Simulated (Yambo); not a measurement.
G0W0@PBEsol for AgP$_{2}$ (space group P2_1/c, No. 14) in Yambo. Reference settings: 2×2×2 Γ-centred k mesh, bands 17 to 263 and a 6 Ry block in the screening, 263 bands in G with the Bruneval-Gonze terminator, plasmon pole fitted at 27.2 eV. The PBEsol gap (-0.5, 0, 0) → (-0.5, 0, 0) on this mesh is 0.60 eV; G0W0 gaps are taken between the same points.

The settings were changed. The gap went from 1.05 eV to 1.06 eV, and the shift of the valence edge from -0.25 eV to 0.44 eV.

Problem. Which change was made?
A. no random integration
B. 5 Ry block
C. 181 bands in W, 181 bands in G
D. 119 bands in G, no terminator

Solution. D, 119 bands in G, no terminator. The others gave (gap, valence shift): no random integration: 1.03, -0.10 eV; 5 Ry block: 1.04, -0.21 eV; 181 bands in W, 181 bands in G: 1.07, -0.13 eV.

Spin-orbit coupling is not included.

Geometry of the Materials Project entry, not relaxed at this level; primitive cell a = 6.211 Å, b = 5.075 Å, c = 7.832 Å, α = 90.00°, β = 113.47°, γ = 90.00°.

A shift is the quasiparticle energy of the state minus its PBEsol energy.
